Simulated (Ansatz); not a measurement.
All-electron LAPW in Ansatz 0.2.0 under PBEsol, scalar-relativistic, energies extrapolated to zero smearing. Slabs are 1×1 cells cut from bulk crystals relaxed on PAW files, with atoms then relaxed, 16 to 20 Å of vacuum, a dipole correction, k spacings of 0.16 to 0.26 Å⁻¹ and smearing of 0.02 to 0.1 eV, without spin–orbit coupling or spin polarisation. The bulk type named needn't be the stable one, and no reconstruction is allowed.

```csv
slab,area (Å²),γ (J/m²),Φ (eV),Δd12 (%)
"fcc Al (110), 5 layers",11.40,1.11,?,-5.3
"fcc Al (100), 1 layer",8.06,1.22,4.32,–
"fcc Al (100), 5 layers",8.06,1.07,4.34,?
```

Fill in "Δd12 (%)" for the row "fcc Al (100), 5 layers".

1.4.

Give the missing entry: row "fcc Al (110), 5 layers", column "Φ (eV)".

4.01.
